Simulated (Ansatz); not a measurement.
Ge3Mo5:
```cif
data_Ge6Mo10
_chemical_formula_sum 'Ge6 Mo10'
_space_group_name_H-M_alt 'P 1'
_space_group_IT_number 1
_cell_length_a 7.39012
_cell_length_b 7.39012
_cell_length_c 7.39012
_cell_angle_alpha 96.467
_cell_angle_beta 96.467
_cell_angle_gamma 140.781
loop_
_space_group_symop_operation_xyz
  'x, y, z'
loop_
_atom_site_label
_atom_site_type_symbol
_atom_site_fract_x
_atom_site_fract_y
_atom_site_fract_z
_atom_site_occupancy
Ge1 Ge 0.75000 0.75000 0.00000 1
Ge2 Ge 0.25000 0.25000 0.00000 1
Ge3 Ge 0.16791 0.33209 0.50000 1
Ge4 Ge 0.83209 0.66791 0.50000 1
Ge5 Ge 0.33209 0.83209 0.16418 1
Ge6 Ge 0.66791 0.16791 0.83582 1
Mo1 Mo 0.77004 0.92264 0.69268 1
Mo2 Mo 0.22996 0.07736 0.30732 1
Mo3 Mo 0.92264 0.22996 0.15260 1
Mo4 Mo 0.07736 0.77004 0.84740 1
Mo5 Mo 0.72996 0.42264 0.15260 1
Mo6 Mo 0.27004 0.57736 0.84740 1
Mo7 Mo 0.57736 0.72996 0.30732 1
Mo8 Mo 0.42264 0.27004 0.69268 1
Mo9 Mo 0.75000 0.25000 0.50000 1
Mo10 Mo 0.25000 0.75000 0.50000 1
```

Relaxed with r²SCAN.

Question: Which orbitals make up the states near the Fermi level in r²SCAN in the plane-wave PAW code Ansatz?

Answer: Within 0.5 eV of the Fermi level: Mo 4d 90 %, Ge 4p 5 %. Projections are on Löwdin-orthogonalised atomic valence shells; empty p or d shells of many metals are not among them.

Question: Tabulate the density of states.

Answer: States/eV per cell of 16 atoms, in 0.25 eV bins, energy from the Fermi level.

| E (eV) | total | Mo 4d | Ge 4p | Mo 5s |
|---|---|---|---|---|
| -7.85 | 0.73 | 0.28 | 0.04 | 0.00 |
| -7.60 | 0.04 | 0.02 | 0.00 | 0.00 |
| -7.35 | 0.00 | 0.00 | 0.00 | 0.00 |
| -7.10 | 0.00 | 0.00 | 0.00 | 0.00 |
| -6.85 | 0.98 | 0.28 | 0.54 | 0.11 |
| -6.60 | 8.28 | 2.65 | 3.81 | 1.30 |
| -6.35 | 8.44 | 3.14 | 3.60 | 1.14 |
| -6.10 | 6.81 | 2.61 | 2.88 | 0.91 |
| -5.85 | 3.20 | 1.36 | 1.33 | 0.29 |
| -5.60 | 7.01 | 3.29 | 2.80 | 0.59 |
| -5.35 | 6.64 | 3.38 | 2.55 | 0.45 |
| -5.10 | 7.52 | 3.85 | 2.97 | 0.35 |
| -4.85 | 10.11 | 5.37 | 3.68 | 0.62 |
| -4.60 | 16.04 | 9.70 | 5.14 | 0.66 |
| -4.35 | 16.75 | 10.46 | 5.36 | 0.45 |
| -4.10 | 16.65 | 10.69 | 5.11 | 0.35 |
| -3.85 | 13.81 | 9.12 | 4.00 | 0.25 |
| -3.60 | 12.98 | 9.00 | 3.23 | 0.26 |
| -3.35 | 13.01 | 9.57 | 2.75 | 0.19 |
| -3.10 | 10.62 | 8.16 | 1.87 | 0.21 |
| -2.85 | 14.37 | 12.35 | 1.20 | 0.36 |
| -2.60 | 16.09 | 13.31 | 1.79 | 0.42 |
| -2.35 | 16.08 | 13.58 | 1.51 | 0.42 |
| -2.10 | 12.29 | 10.44 | 1.14 | 0.29 |
| -1.85 | 9.93 | 8.77 | 0.67 | 0.18 |
| -1.60 | 11.37 | 9.93 | 0.86 | 0.19 |
| -1.35 | 8.50 | 7.41 | 0.66 | 0.13 |
| -1.10 | 7.91 | 6.84 | 0.61 | 0.17 |
| -0.85 | 8.48 | 7.44 | 0.69 | 0.10 |
| -0.60 | 9.29 | 8.09 | 0.78 | 0.13 |
| -0.35 | 9.00 | 8.08 | 0.53 | 0.12 |
| -0.10 | 6.57 | 6.04 | 0.27 | 0.08 |
| 0.15 | 11.58 | 10.47 | 0.62 | 0.16 |
| 0.40 | 17.14 | 15.40 | 0.89 | 0.31 |
| 0.65 | 14.16 | 12.70 | 0.80 | 0.20 |
| 0.90 | 11.35 | 10.17 | 0.65 | 0.15 |
| 1.15 | 10.59 | 9.35 | 0.63 | 0.17 |
| 1.40 | 12.41 | 10.93 | 0.75 | 0.18 |
| 1.65 | 12.46 | 10.74 | 0.92 | 0.19 |
| 1.90 | 16.22 | 13.62 | 1.39 | 0.27 |
| 2.15 | 19.04 | 15.39 | 1.89 | 0.36 |
| 2.40 | 14.64 | 11.37 | 1.60 | 0.28 |
| 2.65 | 13.68 | 10.24 | 1.83 | 0.29 |
| 2.90 | 9.78 | 6.31 | 1.76 | 0.27 |
| 3.15 | 7.40 | 4.35 | 1.76 | 0.23 |
| 3.40 | 6.67 | 3.70 | 1.74 | 0.26 |
| 3.65 | 7.40 | 3.63 | 2.16 | 0.38 |
| 3.90 | 7.19 | 3.31 | 2.03 | 0.54 |
| 4.15 | 7.58 | 3.09 | 2.39 | 0.65 |
| 4.40 | 8.20 | 3.07 | 2.72 | 0.75 |
| 4.65 | 5.51 | 1.98 | 1.93 | 0.52 |

Space group I4/mcm. The first step of the workflow began from a Materials Project structure, measured or hypothetical; the Crystallography Open Database copy checked does not list it. Whether it is the stable phase at ambient conditions was not checked. The r²SCAN relaxation kept the symmetry of its start; whether a distortion lowers the energy is not shown. No spin polarisation was allowed. Spin–orbit coupling is left out wherever it is not named.

Potentials: the later of the program's two PAW sets.
